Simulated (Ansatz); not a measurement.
Method: Ansatz 0.2.0, DFT PBE, scalar-relativistic, plane waves, PAW. Cutoff 420 eV, Γ-centred 12×12×8 mesh (4-atom cell), Gaussian smearing of 0.10 eV, no spin polarisation.

Energies over the elements count from the elements' standard structures at the same level (F₂ as a molecule), with no fitted energy shifts.

Question: Find a candidate tetragonal metal made of F, Pb and Zn, with a formation energy near −0.60 eV/atom and about 20 Å³ per atom, in a cell of 4 atoms. Its symmetry should be P4/mmm (No. 123).

Answer: Zn2PbF, space group P4/mmm (No. 123). Around Zn on its first site lie 4 Zn at 2.62 Å and 2 Pb at 2.88 Å; Zn on its second site is surrounded by 4 Zn at 2.62 Å and 2 F at 2.88 Å; around Pb lie 4 F at 2.62 Å and 2 Zn at 2.88 Å; F is surrounded by 4 Pb at 2.62 Å and 2 Zn at 2.88 Å.

```cif
data_structure
_symmetry_space_group_name_H-M 'P 1'
_symmetry_Int_Tables_number 1
_cell_length_a 3.7053
_cell_length_b 3.7053
_cell_length_c 5.7617
_cell_angle_alpha 90.000
_cell_angle_beta 90.000
_cell_angle_gamma 90.000
_cell_volume 79.10
loop_
_atom_site_label
_atom_site_type_symbol
_atom_site_fract_x
_atom_site_fract_y
_atom_site_fract_z
_atom_site_occupancy
Zn1 Zn 0.50000 0.50000 0.00000 1
Zn2 Zn 0.00000 0.00000 0.00000 1
Pb1 Pb 0.50000 0.50000 0.50000 1
F1 F 0.00000 0.00000 0.50000 1
```

- Volume per atom: 19.78 Å³
- Density: 7.49 g/cm³
- Energy over the elements: −0.60 eV/atom
- Gap on the 12×12×8 mesh of the 4-atom cell: 0 eV (a metal)

The cell was found from a structure generator's guess, not taken from experiment. Other answers may fit too; this one was computed.

These runs have no spin–orbit coupling, which can matter for Pb. An odd number of electrons in the primitive cell allows no gap without spin; a larger cell or a magnetic state could open one. A structure relaxed within its symmetry needn't be a true minimum.
